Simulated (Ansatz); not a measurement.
LaTiHO$_{2}$:
```xyz
5
Lattice="4.0047 0.0000 0.0000 0.0000 4.0047 0.0000 0.0000 0.0000 3.6652" Properties=species:S:1:pos:R:3 pbc="T T T"
La     2.0023     2.0023     1.8326
Ti     0.0000     0.0000     0.0000
O      2.0023     0.0000     0.0000
O      0.0000     2.0023     0.0000
H      0.0000     0.0000     1.8326
```

Relaxed with r²SCAN. Special points in fractions of this cell's reciprocal vectors: Γ (0.000, 0.000, 0.000); X (0.000, 0.500, 0.000); M (0.500, 0.500, 0.000); Z (0.000, 0.000, 0.500); R (0.000, 0.500, 0.500); A (0.500, 0.500, 0.500).

Task: List the band energies nearest the Fermi level at these points for the program Ansatz at the r²SCAN with spin–orbit coupling level (PAW).

Result: In eV from the Fermi level; about four levels below and three above (degenerate sets whole), none deeper than 8.9 eV; points with the same levels are listed once.

```csv
k,below,above
Γ,-0.14 -0.14 -0.11 -0.11,0.73 0.73 1.40 1.40
X,-5.97 -5.97 -0.28 -0.28,0.01 0.01 1.16 1.16
M,-6.75 -6.75 -4.77 -4.77,1.11 1.11 1.14 1.14
Z,-0.69 -0.69 -0.33 -0.33,0.67 0.67 1.46 1.46
R,-4.27 -4.27 -1.85 -1.85,0.71 0.71 0.96 0.96
A,-5.96 -5.96 -4.68 -4.68,0.82 0.82 0.90 0.90
```

Space group P4/mmm. The start of the workflow was typed in or built on a structure type; neither database checked (COD, Materials Project) lists it. Its standing as an ambient phase is unchecked. The cell was relaxed with r²SCAN under the symmetry of its start; its stability against distortions is not shown here. The workflow began spin-polarised and lost its moments. The compound may be a true metal, but semilocal functionals without U, or a wrong spin order, can also close a gap.

Potentials: the earlier of the program's two PAW sets. The files were generated under PBE; for other functionals the program regenerates the frozen cores, and for LDA and PBEsol the local potential too.
